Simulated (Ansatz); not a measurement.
Here is the system:

Al2Au:
```yaml
crystal:
  lattice:
    - [0.00000, 3.03047, 3.03047]
    - [3.03047, 0.00000, 3.03047]
    - [3.03047, 3.03047, 0.00000]
  atoms:
    - { symbol: Al, position: [0.25000, 0.25000, 0.25000] }
    - { symbol: Al, position: [0.75000, 0.75000, 0.75000] }
    - { symbol: Au, position: [0.00000, 0.00000, 0.00000] }
```

This is the PBE-relaxed structure.

Task: All from DFT-PBE in the program Ansatz with PAW potentials, unless another level is named. Give the density of states at the Fermi level.

Result: 0.31 states/eV per atom (mean over ±0.08 eV).

Task: Predict the formation energy from the elements (no fitted shifts).

Result: -0.43 eV/atom.

Task: Predict the gap with spin–orbit coupling.

Result: none (metallic).

Space group Fm-3m (fluorite or antifluorite type). The PBE relaxation kept the symmetry of its start. The references are the lowest solids computed at this level, not always the standard phases. Spin–orbit coupling is left out wherever it is not named.

Potentials: the later of the program's two PAW sets.
